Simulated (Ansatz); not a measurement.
All-electron DFT: NaSrC3

This is generated NaSrC3 in the cubic perovskite structure, strained and with atoms displaced, one atom being moved towards a neighbour.

Computed with DFT, PBE, all-electron full-potential LAPW, scalar-relativistic valence, Dirac core shells, point nucleus (Ansatz 0.2 development build). Occupations are Fermi–Dirac at 0.15 eV on a coarse k-mesh, 2×2×2 (half-step shift); the results hold for that mesh. In metals such a mesh can move stress, forces and moments by their own size. Spin-restricted. The cell's electron count is odd, so a run with spin could end lower. Labels count atoms in the order given.

Lattice in Å, fractional positions:
```yaml
crystal:
  lattice:
    - [4.34517, 0.12261, 0.09917]
    - [0.12261, 4.31896, -0.08822]
    - [0.09917, -0.08822, 4.42126]
  atoms:
    - { symbol: Na, position: [0.75047, 0.66858, 0.63433] }
    - { symbol: C, position: [0.27804, 0.68600, 0.62391] }
    - { symbol: C, position: [0.74291, 0.25811, 0.62912] }
    - { symbol: C, position: [0.73694, 0.69045, 0.16071] }
    - { symbol: Sr, position: [0.25525, 0.17840, 0.13736] }
```

| atom | Fx (eV/Å) | Fy (eV/Å) | Fz (eV/Å) |
| --- | --- | --- | --- |
| Na1 | 2.199 | 6.244 | 1.462 |
| C2 | -0.276 | -0.918 | -0.681 |
| C3 | -1.174 | -4.938 | -0.353 |
| C4 | -0.684 | -0.547 | -0.401 |
| Sr5 | -0.064 | 0.158 | -0.028 |

Stress tensor (GPa, compression positive):
```
 1.87  2.29  1.42
 2.29 13.20  0.72
 1.42  0.72  0.00
```

* Pressure: 5.02 GPa
* Largest force: 6.780 eV/Å
